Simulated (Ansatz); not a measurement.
TiB₂ in space group Fddd (No. 70; B on 16f, Ti on 8a) at seven volumes, PBE in the plane-wave PAW code Ansatz, shape and atoms relaxed at each. One row is withheld.

| V (Å³/atom) | P (GPa) |
|---|---|
| 8.775 | 20.89 |
| 9.064 | 12.83 |
| 9.353 | ? |
| 9.643 | 0.01 |
| 9.932 | -5.06 |
| 10.221 | -9.38 |
| 10.511 | -13.06 |

Q: Fit the shown pressures and predict the withheld one.

A: P = (3/2)B₀(x^(7/2) − x^(5/2))[1 + (3/4)(B′ − 4)(x − 1)] with x = (V₀/V)^(2/3). Least squares on the six rows gives V₀ = 9.643 Å³/atom, B₀ = 182 GPa, B′ = 4.20. At V = 9.353, x = 1.0206 and P = 5.93 GPa. The run itself gave 5.92 GPa.

A made-up cell: these elements were put on the sites of a structure type; neither database checked (COD, Materials Project) lists it. It is not the phase usual at ambient conditions (space group No. 191). The PBE relaxation kept the symmetry of its start; its stability against distortions is not shown here. No spin polarisation was allowed.

Potentials: the later of the program's two PAW sets.
